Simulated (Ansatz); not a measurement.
A geometry of Sn away from equilibrium: the start of the relaxation of a generated cell, Sn placed in the A7 structure type. All values below come from PBEsol (plane waves to 420 eV, PAW, scalar-relativistic; Ansatz, a quantum-chemistry and plane-wave program). Γ-centred k-mesh 10×10×10 on the run's cell (coarser than for final values), Fermi–Dirac smearing 0.05 eV.

```xyz
2
Lattice="1.9720 1.1385 3.6568 -1.9720 1.1385 3.6568 0.0000 -2.2771 3.6568" Properties=species:S:1:pos:R:3 pbc="T T T"
Sn     0.0000     0.0000     2.4962
Sn     0.0000     0.0000     8.4742
```

Question: Which atoms carry the largest force, and which way does it point?

Answer: 2.72 eV/Å, on Sn1, Sn2 (atoms numbered as listed); on Sn1 its components are (0.00, 0.00, 2.72).

Question: What is the pressure?

Answer: +16.1 GPa, compression positive.

Question: How far above the relaxed end point is this geometry?

Answer: 0.43 eV/atom; the path ends in Pm-3m (No. 221) (AFLOW prototype A_cP1_221_a (A_h)).

No spin polarisation in the result.

The run could not lose the symmetry of its start: the end is stationary, and may be a saddle point rather than a minimum.

The end of the path is a generated cell of Sn: the first start was made by placing the elements on the sites of a structure type, and the end was not matched to a known phase here, so it may be hypothetical. Known forms of Sn include space group No. 141, 227.
